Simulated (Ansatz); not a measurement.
This cell of BN (zinc blende) is off equilibrium:

```xyz
2
Lattice="0.0000 1.8044 1.8044 1.8044 0.0000 1.8044 1.8044 1.8044 0.0000" Properties=species:S:1:pos:R:3 pbc="T T T"
N      2.7066     2.7066     2.7530
B      0.0000     0.0000    -0.0600
```

Level of theory: r2SCAN (plane waves to 500 eV, PAW, scalar-relativistic; Ansatz, an electronic-structure program). k mesh 16×16×16 (Γ-centred), Fermi-Dirac smearing 0.05 eV. Stress and pressure are positive under compression. BN was relaxed with its symmetry unable to fall. The PAW data are Ansatz's earlier set.

Problem. Predict the force on every atom, in eV/Å.

Solution. 
```tsv
atom	Fx	Fy	Fz
N1	0.000	0.000	-2.531
B2	0.000	0.000	2.531
```

Problem. Give the stress tensor in GPa and the pressure.

Solution. 
```
    3.8      1.2      0.0
    1.2      3.8      0.0
    0.0      0.0      2.5
```
The pressure, a third of the trace, is 3.4 GPa.

(For displaced atoms, the force is minus the slope of the energy, and its curvature is a force constant, which sets phonon frequencies.)
